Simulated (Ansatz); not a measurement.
# Ru: stiffness from a series of strains

```
CELL_PARAMETERS angstrom
2.70580 0.00000 0.00000
-1.35290 2.34329 0.00000
0.00000 0.00000 4.28190
ATOMIC_POSITIONS crystal
Ru 0.33333 0.66667 0.25000
Ru 0.66667 0.33333 0.75000
```

Atoms are numbered in the order listed.

The geometry is COD entry 9017842, unchecked; take it as a test cell.

Computed with DFT, PBEsol, all-electron LAPW, scalar-relativistic in Ansatz 0.2.0.

The runs use a Γ-centred 14×14×8 k mesh, Fermi–Dirac smearing of 0.03 eV, basis error target 0.5 meV/atom, no spin polarisation.

The strain is applied along the Cartesian axes of the cell as listed (the other components stay zero). Fractional coordinates are held (clamped ions).

σ is the change of stress from the unstrained cell, which is at -6.27 GPa; tension is positive, so slopes are stress–strain coefficients at that pressure. In a metal the k mesh adds noise.

Only quantities that a quadratic follows smoothly over the whole series are listed; rougher ones are left out.

| εxx = εyy | σzz (GPa) | σxx (GPa) |
| --- | --- | --- |
| -0.0300 | -11.27 | -28.01 |
| -0.0100 | -3.47 | -8.19 |
| 0.0000 | 0.00 | 0.00 |
| 0.0100 | 3.15 | 7.23 |
| 0.0200 | 5.97 | 13.59 |
| 0.0300 | 8.58 | 19.14 |

**Question.** Fit the series and read off the stiffness at zero strain.

**Answer.** Least-squares fits y = p0 + p1 x + p2 x² to the rows give σzz (GPa): p1 = 331, p2 = -1500; σxx (GPa): p1 = 783, p2 = -4900. So C13 + C23 = 331 GPa and C11 + C12 = 783 GPa, for these axes.

**Question.** One run, at εxx = εyy = -0.0200, is withheld. Predict its row.

**Answer.** The fits give -7.22, -17.65; the run gave -7.14, -17.52.
